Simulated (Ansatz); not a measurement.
Al$_{3}$Ni$_{2}$:
```cif
data_Al3Ni2
_chemical_formula_sum 'Al3 Ni2'
_space_group_name_H-M_alt 'P-3m1'
_space_group_IT_number 164
_space_group_name_Hall '-P 3 2"'
_cell_length_a 4.00845
_cell_length_b 4.00845
_cell_length_c 4.85775
_cell_angle_alpha 90.000
_cell_angle_beta 90.000
_cell_angle_gamma 120.000
loop_
_atom_site_label
_atom_site_type_symbol
_atom_site_symmetry_multiplicity
_atom_site_Wyckoff_symbol
_atom_site_fract_x
_atom_site_fract_y
_atom_site_fract_z
_atom_site_occupancy
Al1 Al 1 a 0.00000 0.00000 0.00000 1
Al2 Al 2 d 0.66667 0.33333 0.35171 1
Ni1 Ni 2 d 0.33333 0.66667 0.14621 1
```

Relaxed with r²SCAN.

Problem. Tabulate the valence density and the electron localisation function along the shortest Ni–Ni contact (2.72 Å), plane-wave PAW r²SCAN (Ansatz code).

Solution. 

```csv
distance from Ni (Å),density (e/Å³),ELF
0.27,31.07,0.57
0.41,14.54,0.44
0.54,5.83,0.33
0.68,2.25,0.24
0.81,0.92,0.18
0.95,0.48,0.16
1.09,0.35,0.19
1.22,0.29,0.28
1.36,0.28,0.33
1.49,0.29,0.28
1.63,0.35,0.19
1.77,0.48,0.16
1.90,0.92,0.18
2.04,2.25,0.24
2.17,5.83,0.33
2.31,14.54,0.44
2.44,31.07,0.57
```

The density is the valence pseudo-density with augmentation charge, so density and ELF within about 1 Å of a nucleus are not all-electron values.

The workflow started from a Materials Project entry (that database holds measured and hypothetical structures alike); the Crystallography Open Database copy checked does not list it. Its standing as an ambient phase is unchecked. The cell was relaxed with r²SCAN under the symmetry of its start; of distortions, only those at the zone centre were tested. The run is not spin-polarised.

Potentials: the later of the program's two PAW sets.
